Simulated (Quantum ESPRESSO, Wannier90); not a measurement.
**TlI (CsCl type): Wannier90 run**

Structure: Materials Project mp-23197, symmetrised, not relaxed again. COD (Crystallography Open Database) has the formula in 2 space groups, this one among them (matched by group alone). Method: PBEsol plane waves in Quantum ESPRESSO 7.5 (PseudoDojo norm-conserving files, 56 Ry, spinors with spin-orbit coupling), Bloch states on a 6×6×6 mesh through Γ, Wannier90 4.0.1. Density: 8×8×8 mesh, Gaussian smearing 0.01 Ry.

On the energy scale of pw.x, whose zero is arbitrary, the valence-band maximum lies at 4.88 eV.

Input w.win:

```
num_bands = 28
num_wann = 14
exclude_bands = 1-12
spinors = true
num_iter = 1000
conv_tol = 1.0e-6
conv_window = 4
dis_num_iter = 1000
dis_conv_tol = 1.0e-6
dis_froz_max = 5.17
write_hr = true
write_u_matrices = true
begin projections
f=0.00931,0.00375,0.00620: s;p
f=0.50003,0.48847,0.50249: p
end projections
begin unit_cell_cart
ang
    4.2382100000    0.0000000000    0.0000000000
    0.0000000000    4.2382100000    0.0000000000
    0.0000000000    0.0000000000    4.2382100000
end unit_cell_cart
begin atoms_frac
Tl   0.0000000000  0.0000000000  0.0000000000
I    0.5000000000  0.5000000000  0.5000000000
end atoms_frac
mp_grid = 6 6 6
begin kpoints
0.0000000000 0.0000000000 0.0000000000
0.0000000000 0.0000000000 0.1666666667
0.0000000000 0.0000000000 0.3333333333
... (213 more lines: the 6x6x6 mesh through Gamma)
end kpoints
```

Input of pw2wannier90.x that gives the overlap and projection files (equivalent; here they were cut from one run over all bands):

```
&inputpp
  outdir = './out'
  prefix = 'pwscf'
  seedname = 'w'
  write_amn = .true.
  write_mmn = .true.
/
```

Output w.wout (banner and timings cut):

```
                                    ------
                                    SYSTEM
                                    ------

                              Lattice Vectors (Ang)
                    a_1     4.238210   0.000000   0.000000
                    a_2     0.000000   4.238210   0.000000
                    a_3     0.000000   0.000000   4.238210

                   Unit Cell Volume:      76.12853  (Ang^3)

                        Reciprocal-Space Vectors (Ang^-1)
                    b_1     1.482509   0.000000   0.000000
                    b_2     0.000000   1.482509   0.000000
                    b_3     0.000000   0.000000   1.482509

 *----------------------------------------------------------------------------*
 |   Site       Fractional Coordinate          Cartesian Coordinate (Ang)     |
 +----------------------------------------------------------------------------+
 | tl   1   0.00000   0.00000   0.00000   |    0.00000   0.00000   0.00000    |
 | i    1   0.50000   0.50000   0.50000   |    2.11910   2.11910   2.11910    |
 *----------------------------------------------------------------------------*
                                ------------
                                K-POINT GRID
                                ------------

             Grid size =  6 x  6 x  6      Total points =  216

 *---------------------------------- MAIN ------------------------------------*
 |  Number of Wannier Functions               :                14             |
 |  Number of Objective Wannier Functions     :                14             |
 |  Number of input Bloch states              :                28             |
 |  Output verbosity (1=low, 5=high)          :                 1             |
 |  Timing Level (1=low, 5=high)              :                 1             |
 |  Optimisation (0=memory, 3=speed)          :                 3             |
 |  Length Unit                               :               Ang             |
 |  Post-processing setup (write *.nnkp)      :                 F             |
 |  Using Gamma-only branch of algorithms     :                 F             |
 *----------------------------------------------------------------------------*
 *------------------------------- WANNIERISE ---------------------------------*
 |  Total number of iterations                :              1000             |
 |  Number of CG steps before reset           :                 5             |
 |  Trial step length for line search         :             2.000             |
 |  Convergence tolerence                     :         0.100E-05             |
 |  Convergence window                        :                 4             |
 |  Iterations between writing output         :                 1             |
 |  Iterations between backing up to disk     :               100             |
 |  Write r^2_nm to file                      :                 F             |
 |  Write xyz WF centres to file              :                 F             |
 |  Write on-site energies <0n|H|0n> to file  :                 F             |
 |  Use guiding centre to control phases      :                 F             |
 |  Use phases for initial projections        :                 F             |
 *----------------------------------------------------------------------------*
 *------------------------------- DISENTANGLE --------------------------------*
 |  Using band disentanglement                :                 T             |
 |  Total number of iterations                :              1000             |
 |  Mixing ratio                              :             0.500             |
 |  Convergence tolerence                     :         1.000E-06             |
 |  Convergence window                        :                 3             |
 *----------------------------------------------------------------------------*
 *-------------------------------- PLOTTING ----------------------------------*
 |  Plotting Hamiltonian in WF basis          :                 T             |
 *----------------------------------------------------------------------------*

       ... (k-mesh section left out)

 Starting a new Wannier90 calculation ...

 Reading overlaps from w.mmn

 Reading projections from w.amn

 *------------------------------- DISENTANGLE --------------------------------*
 +----------------------------------------------------------------------------+
 |                              Energy  Windows                               |
 |                              ---------------                               |
 |                   Outer:   -0.69889  to   20.30395  (eV)                   |
 |                   Inner:   -0.69889  to    5.17000  (eV)                   |
 +----------------------------------------------------------------------------+
   Number of target bands to extract:   14

                   Unitarised projection of Wannier functions
                   ------------------------------------------
   A_mn = <psi_m|g_n> --> S = A.A^+ --> U = S^-1/2.A
   In dis_project... done
   Using an inner window (linner = T)
   In dis_proj_froz... done

                   Extraction of optimally-connected subspace
                   ------------------------------------------
 +---------------------------------------------------------------------+<-- DIS
 |  Iter     Omega_I(i-1)      Omega_I(i)      Delta (frac.)           |<-- DIS
 +---------------------------------------------------------------------+<-- DIS
       1      33.53413969      30.32552378       1.058E-01    <-- DIS
       2      31.37138175      29.42375366       6.619E-02    <-- DIS
       3      30.20908853      28.84805492       4.718E-02    <-- DIS
       4      29.38364433      28.44779853       3.290E-02    <-- DIS
       5      28.80244352      28.16413538       2.266E-02    <-- DIS
       6      28.39367643      27.96062249       1.549E-02    <-- DIS
       ... (lines left out)
      72      27.38045089      27.38047585      -9.117E-07    <-- DIS
      73      27.38045207      27.38047449      -8.188E-07    <-- DIS
      74      27.38045308      27.38047322      -7.355E-07    <-- DIS

             <<<      Delta < 1.000E-06  over  3 iterations     >>>
             <<< Disentanglement convergence criteria satisfied >>>

        Final Omega_I    27.38047322 (Ang^2)

 +----------------------------------------------------------------------------+

 Writing checkpoint file w.chk... done

 *------------------------------- WANNIERISE ---------------------------------*
 +--------------------------------------------------------------------+<-- CONV
 | Iter  Delta Spread     RMS Gradient      Spread (Ang^2)            |<-- CONV
 +--------------------------------------------------------------------+<-- CONV

 ------------------------------------------------------------------------------
 Initial State
  WF centre and spread    1  (  0.037367,  0.015859,  0.024712 )     2.05326016
  WF centre and spread    2  (  0.037365,  0.015858,  0.024710 )     2.05315688
  WF centre and spread    3  (  0.000232, -0.000160, -0.025186 )     3.13946459
  WF centre and spread    4  (  0.000236, -0.000160, -0.025179 )     3.14316778
  WF centre and spread    5  ( -0.037588, -0.000155,  0.000213 )     3.13837845
  WF centre and spread    6  ( -0.037582, -0.000155,  0.000215 )     3.13987432
  WF centre and spread    7  (  0.000230, -0.014493,  0.000207 )     3.14102198
  WF centre and spread    8  (  0.000233, -0.014491,  0.000210 )     3.14294638
  WF centre and spread    9  (  2.119214,  2.118348,  2.119124 )     1.99944806
  WF centre and spread   10  (  2.119215,  2.118343,  2.119125 )     1.99954714
  WF centre and spread   11  (  2.118959,  2.118346,  2.119351 )     1.99938519
  WF centre and spread   12  (  2.118959,  2.118333,  2.119354 )     1.99956306
  WF centre and spread   13  (  2.119210,  2.118511,  2.119348 )     1.99992509
  WF centre and spread   14  (  2.119211,  2.118512,  2.119350 )     2.00008525
  Sum of centres and spreads ( 12.715262, 12.712496, 12.715552 )    34.94922434

      0     0.349E+02     0.0000000000       34.9492243039  <-- CONV
        O_D=      0.0025309 O_OD=      7.5662202 O_TOT=     34.9492243 <-- SPRD
 ------------------------------------------------------------------------------
      1    -0.426E-01     0.2140933805       34.9066311709  <-- CONV
        O_D=      0.0015535 O_OD=      7.5246045 O_TOT=     34.9066312 <-- SPRD
      2    -0.488E-01     0.2038866725       34.8578518267  <-- CONV
        O_D=      0.0008633 O_OD=      7.4765153 O_TOT=     34.8578518 <-- SPRD
      3    -0.253E-01     0.1867765967       34.8325883177  <-- CONV
        O_D=      0.0008059 O_OD=      7.4513092 O_TOT=     34.8325883 <-- SPRD
      4    -0.575E-02     0.0884645659       34.8268386251  <-- CONV
        O_D=      0.0007206 O_OD=      7.4456448 O_TOT=     34.8268386 <-- SPRD
      5    -0.358E-02     0.0561676751       34.8232581705  <-- CONV
        O_D=      0.0007021 O_OD=      7.4420829 O_TOT=     34.8232582 <-- SPRD
       ... (lines left out)
     91    -0.607E-06     0.0008013757       31.2581001492  <-- CONV
        O_D=      0.0009351 O_OD=      3.8766918 O_TOT=     31.2581001 <-- SPRD
     92    -0.869E-06     0.0007460897       31.2580992802  <-- CONV
        O_D=      0.0009353 O_OD=      3.8766908 O_TOT=     31.2580993 <-- SPRD
     93    -0.844E-06     0.0013741899       31.2580984366  <-- CONV
        O_D=      0.0009352 O_OD=      3.8766900 O_TOT=     31.2580984 <-- SPRD
             <<<     Delta < 1.000E-06  over  4 iterations     >>>
             <<< Wannierisation convergence criteria satisfied >>>
 Final State
  WF centre and spread    1  (  0.474233,  0.328276,  0.397485 )     2.39471615
  WF centre and spread    2  (  0.474266,  0.328283,  0.397537 )     2.39673226
  WF centre and spread    3  (  0.104537,  0.156276, -0.672663 )     2.40740903
  WF centre and spread    4  (  0.104536,  0.156274, -0.672724 )     2.40959953
  WF centre and spread    5  ( -0.645103,  0.194789,  0.184219 )     2.40475154
  WF centre and spread    6  ( -0.645108,  0.194795,  0.184211 )     2.40545160
  WF centre and spread    7  (  0.062020, -0.689133,  0.083463 )     2.41432761
  WF centre and spread    8  (  0.062010, -0.689155,  0.083481 )     2.41569787
  WF centre and spread    9  (  2.119189,  2.119026,  2.119165 )     2.00143397
  WF centre and spread   10  (  2.119190,  2.119025,  2.119165 )     2.00167702
  WF centre and spread   11  (  2.119093,  2.119029,  2.119195 )     2.00147707
  WF centre and spread   12  (  2.119092,  2.119027,  2.119197 )     2.00187165
  WF centre and spread   13  (  2.119185,  2.119009,  2.119189 )     2.00129351
  WF centre and spread   14  (  2.119187,  2.119008,  2.119189 )     2.00165966
  Sum of centres and spreads ( 12.706327, 12.694530, 12.700109 )    31.25809847

         Spreads (Ang^2)       Omega I      =    27.380473219
        ================       Omega D      =     0.000935195
                               Omega OD     =     3.876690023
    Final Spread (Ang^2)       Omega Total  =    31.258098437
```
